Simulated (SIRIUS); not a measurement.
SIRIUS run on SrTiO3 (Pm-3m, 5 atoms in the cell; from Materials Project mp-5229, changed as shown): self-consistent single point.

Level of theory: PBE, GBRV PBE ultrasoft pseudopotentials (plane waves; SIRIUS).

The change in words: lattice scaled by 1.02. Reference geometry (Pm-3m):
```
SrTiO3
1.0
    3.98313     0.00000     0.00000
    0.00000     3.98313     0.00000
    0.00000     0.00000     3.98313
Sr Ti O
1 1 3
Cartesian
  0.00000   0.00000   0.00000
  1.99156   1.99156   1.99156
  1.99156   0.00000   1.99156
  0.00000   1.99156   1.99156
  1.99156   1.99156   0.00000
```

Reference input (self-consistent single point, DFT, PBE, plane waves, GBRV PBE ultrasoft pseudopotentials): parameters.ngridk = 8 8 8; parameters.xc_functionals = [XC_GGA_X_PBE, XC_GGA_C_PBE]; parameters.gk_cutoff = 6.325 1/bohr; parameters.pw_cutoff = 14.143 1/bohr; parameters.smearing = fermi_dirac; parameters.smearing_width = 0.00183747 Ha; potentials = GBRV PBE ultrasoft pseudopotentials; parameters.electronic_structure_method = pseudopotential; parameters.num_bands = 24; parameters.num_mag_dims = 0; parameters.num_dft_iter = 100; parameters.energy_tol = 1e-07 Ha. This run's input differs from it in these lines:

```diff
@@ -32,5 +32,5 @@
     "lattice_vectors": [
-      [7.5270229291, 0.0, 0.0],
-      [0.0, 7.5270229291, 0.0],
-      [0.0, 0.0, 7.5270229291]
+      [7.6775641813, 0.0, 0.0],
+      [0.0, 7.6775641813, 0.0],
+      [0.0, 0.0, 7.6775641813]
     ],
```

Log, with long lists cut:

```
[find] density tolerance         : 1e-06
[find] total energy tolerance    : 1e-07
[find] iter_solver_tol (initial) : 0.01
[find] iter_solver_tol (target)  : 1e-13
[find] num_dft_iter              : 100
Charges and magnetic moments
--------------------------------------------------------------------------------
total charge          : 40.000000
[find] | SCF iteration   0 out of 100|
[diagonalize] iterative solver tolerance (occupied, empty): 0.01 0.01
[diagonalize] average number of iterations: 1.37143
[find] Charges and magnetic moments
[find] total charge          : 40.000000
[find] Energy
   [... lines left out ...]

[find] Charges and magnetic moments
[find] total charge          : 40.000000
[find] Energy
[find] smearing (-TS)                 :      -0.00000000
[find] Total energy                   :    -143.49761464 (Ha),    -286.99522929 (Ry)
[find] Free energy (E-TS)             :    -143.49761464 (Ha),    -286.99522929 (Ry)
[find] band gap (eV)                  :       1.65186903
[find] Efermi                         :       0.34237952
[find] iteration : 13, RMS (target) : 6.7185e-07 (1.0000e-06) , energy difference (target) : -1.5547e-11 (1.0000e-07)
[find] bands are converged : true
[find] iterative solver converged : true
[find] converged after 14 SCF iterations!
[find] Charges and magnetic moments
[find] total charge          : 40.000000
[find] Energy
[find] smearing (-TS)                 :      -0.00000000
[find] Total energy                   :    -143.49761464 (Ha),    -286.99522929 (Ry)
[find] Free energy (E-TS)             :    -143.49761464 (Ha),    -286.99522929 (Ry)
[find] band gap (eV)                  :       1.65186903
[find] Efermi                         :       0.34237952
[ground_state] === stress tensor components [kbar] ===
[ground_state] === stress_total ===
[ground_state]   129.113524    0.000000   -0.000000
[ground_state]     0.000000  129.113524   -0.000000
[ground_state]    -0.000000   -0.000000  129.113524
[ground_state] ==== total Forces in Ha/bohr =====
[ground_state] atom:    0, force:       0.0000000      0.0000000      0.0000000
   [... zero for the other atoms too ...]
```

The run converged in 14 iterations. SIRIUS prints the stress tensor with tension positive. Against the reference run the free energy rises by 45.0 meV/atom, the pressure goes from -5.34 to -12.91 GPa and the gap on the mesh goes from 1.772 to 1.652 eV.

The structure comes from a collection of computed structures, made at another level of theory; the collection holds predicted forms beside known ones. Its lattice was then scaled.

Cost on one core: around 50 core-seconds (rough).

The gap that the log prints is read on the run's mesh, which can miss the band edges or a crossing.
